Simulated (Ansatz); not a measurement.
SbSi31:
```
SbSi31
1.0
   -5.49714     5.49714     5.49714
    5.49714    -5.49714     5.49714
    5.49714     5.49714    -5.49714
Sb Si
1 31
Direct
  0.00000   0.00000   0.00000
  0.50000   0.50000   0.00000
  0.50000   0.00000   0.50000
  0.00000   0.50000   0.50000
  0.25131   0.00000   0.49912
  0.75219   0.50088   0.50088
  0.72782   0.00000   0.00000
  0.25131   0.49912   0.00000
  0.00000   0.74850   0.25389
  0.50539   0.25150   0.25150
  0.49461   0.74611   0.74611
  0.00000   0.25389   0.74850
  0.27218   0.27218   0.27218
  0.74869   0.74869   0.24781
  0.74869   0.24781   0.74869
  0.24781   0.74869   0.74869
  0.74850   0.00000   0.25389
  0.25150   0.50539   0.25150
  0.25389   0.00000   0.74850
  0.74611   0.49461   0.74611
  0.50088   0.50088   0.75219
  0.00000   0.00000   0.72782
  0.00000   0.49912   0.25131
  0.49912   0.00000   0.25131
  0.25150   0.25150   0.50539
  0.74611   0.74611   0.49461
  0.74850   0.25389   0.00000
  0.25389   0.74850   0.00000
  0.00000   0.25131   0.49912
  0.50088   0.75219   0.50088
  0.49912   0.25131   0.00000
  0.00000   0.72782   0.00000
```

Relaxed with PBE.

Task: Map the valence electron density (e/Å³), cut off at 0.4 on the plane through (0.000, 0.000, 0.000) spanned by u = [1, 1, 0] and v = [1, -1, 0] in lattice vectors, from DFT-PBE in the program Ansatz with PAW potentials.

Result: x is the fraction of u, y of v (the angle between them is 90°; rows are the nearest grid lines); atoms in the plane: Sb at (0.00, 0.00), Sb at (0.50, 0.50), Si at (0.00, 0.50), Si at (0.50, 0.00), Si at (0.36, 0.36), Si at (0.86, 0.86), Si at (0.38, 0.88), Si at (0.88, 0.38), Si at (0.00, 0.75), Si at (0.50, 0.25).
```
|9999941000000013697227963100000001499999|
|9998421000011357999976421000000124699999|
|9742100000124679999943110000012457999999|
|3100000001369720279610000001247951159853|
|6421100000124679999953210000124677999996|
|5577521000000124799647853100000123589985|
|0279631000000124697227963100000012469720|
|9864310000123469999976421000001134799999|
|4210000002478522699621000000125775479974|
|4210000001357768999621000000125775479974|
|7431100000124579999974210000012467999997|
|4577531000000124999999973100000012479974|
|4577531000000124999999973100000012479974|
|7431100000124579999974210000012467999997|
|4210000001357768999621000000125775479974|
|4210000002478522699621000000125775479974|
|9864310000123469999976421000001134799999|
|0279631000000124697227963100000012469720|
|5577521000000124799647853100000123589985|
|6421100000124679999953210000124677999996|
|3100000001369720279610000001247951159853|
|9742100000124679999943110000012457999999|
|9998421000011357999976421000000124699999|
|9999941000000013697227963100000001499999|
```
Scale: ten equal steps from 0.020 (start of '0') to 0.400 (end of '9'), in the order '0123456789'; x runs from 0.000 to 1.00, y from 0.000 (bottom) to 1.00 (top).

The density is the valence pseudo-density with augmentation charge, so density and ELF within about 1 Å of a nucleus are not all-electron values.

Space group I-43m. The start of the workflow was typed in or built on a structure type; neither database checked (COD, Materials Project) lists it. Its standing as an ambient phase is unchecked. The cell was relaxed with PBE under the symmetry of its start; whether a distortion lowers the energy is not shown. Spin–orbit coupling is left out wherever it is not named.

Potentials: the later of the program's two PAW sets.
